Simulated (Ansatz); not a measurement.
KLiMnS2 in space group I-4m2 (No. 119; K on 2a, Li on 2c, Mn on 2d, S on 4e), DFT-PBEsol in the program Ansatz with PAW potentials. The conduction-band minimum lies at X, with 2 equivalent valleys. Second derivatives d²E/dk² of the lowest band at one valley (eV·Å²), along Cartesian directions:

```tsv
direction	d²E/dk²
[100]	6.466
[010]	6.466
[001]	5.223
[110]	4.718
[101]	5.845
[011]	5.845
```

Find the principal effective masses, the density-of-states mass and the conductivity mass.

Off-diagonal terms follow from H_xy = H[110] − (H_xx + H_yy)/2, and m*/mₑ = 7.620 eV·Å² over each eigenvalue: 0.93, 1.5, 1.6. One valley's DOS mass (m₁m₂m₃)^(1/3) = 1.3, conductivity mass 3/(Σ 1/mᵢ) = 1.3 mₑ.

What effective density of states Nc follows at 300 K for parabolic valleys?

Nc = 2.509e19 × 2 × (1.3)^(3/2) / 2 (one spin channel) ≈ 3.7e19 cm⁻³.

The workflow started from a Materials Project entry (that database holds measured and hypothetical structures alike); the Crystallography Open Database copy checked does not list it. With Li and Mn taken as one species the cell has the higher symmetry I4/mmm, so it may be an ordered model of a mixed-site phase. Its standing as an ambient phase is unchecked. The PBEsol relaxation kept the symmetry of its start; its stability against distortions is not shown here. Magnetic state: ferromagnetic, the only order run, not a proven ground state. The cell computed holds one magnetic atom, so no antiferromagnetic order was within reach. No Hubbard U is applied.

Potentials: the later of the program's two PAW sets.

Edges and masses are those of Kohn–Sham bands, whose gap is no quasiparticle gap.
